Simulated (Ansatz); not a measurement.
BN (wurtzite, space group No. 186), plane-wave PAW r²SCAN (Ansatz code). The conduction-band minimum lies at K, with 2 equivalent valleys. Second derivatives d²E/dk² of the lowest band at one valley (eV·Å²), along Cartesian directions:

```tsv
direction	d²E/dk²
[100]	15.33
[010]	15.33
[001]	25.73
[110]	15.33
[101]	20.53
[011]	20.53
```

Find the principal effective masses, the density-of-states mass and the conductivity mass.

Off-diagonal terms follow from H_xy = H[110] − (H_xx + H_yy)/2, and m*/mₑ = 7.620 eV·Å² over each eigenvalue: 0.30, 0.50, 0.50. One valley's DOS mass (m₁m₂m₃)^(1/3) = 0.42, conductivity mass 3/(Σ 1/mᵢ) = 0.41 mₑ.

What effective density of states Nc follows at 300 K for parabolic valleys?

Nc = 2.509e19 × 2 × (0.42)^(3/2) ≈ 1.4e19 cm⁻³.

Space group P6_3mc (wurtzite). The r²SCAN relaxation kept the symmetry of its start.

Potentials: the later of the program's two PAW sets.

Edges and masses are those of Kohn–Sham bands, whose gap is no quasiparticle gap.
